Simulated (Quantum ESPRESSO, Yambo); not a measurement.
For KPF6 (space group R-3, No. 148), Yambo gives the independent-particle static dielectric constant along x as 2.03 on PBEsol bands and 1.81 after a scissor of 4.76 eV widens every gap (4×4×4 mesh, 87 bands, 3 Ry local-field block, 0.2 eV broadening). Axes are Cartesian, with cell vectors (Å) (3.56, 2.05, 2.33), (-3.56, 2.05, 2.33), (0.00, -4.11, 2.33).

**Question.** A scissor keeps the position matrix elements. In a one-oscillator model, how does ε − 1 scale, and what mean transition energy do the two values imply?

**Answer.** Each transition adds |r|²/E to ε − 1, so ε − 1 ∝ 1/(E0 + Δ). Then (1.81 − 1)/(2.03 − 1) = E0/(E0 + Δ) = 0.786, and E0 = Δ(ε' − 1)/(ε − ε') = 17.5 eV. The computed Im ε, weighted by 1/E up to 20 eV, has its mean at 14.8 eV; the smallest direct PBEsol gap is 7.50 eV. The scissor comes from a G0W0 run whose convergence isn't established. Convergence of the RPA response with its 4×4×4 mesh was not tested.

Bands from Quantum ESPRESSO.

Geometry of the Materials Project entry, not relaxed at this level; primitive cell a = b = c = 4.723 Å, α = β = γ = 97.80°.

The structure is a Materials Project entry; no match was found in the copy of COD used, and its stability was not checked.
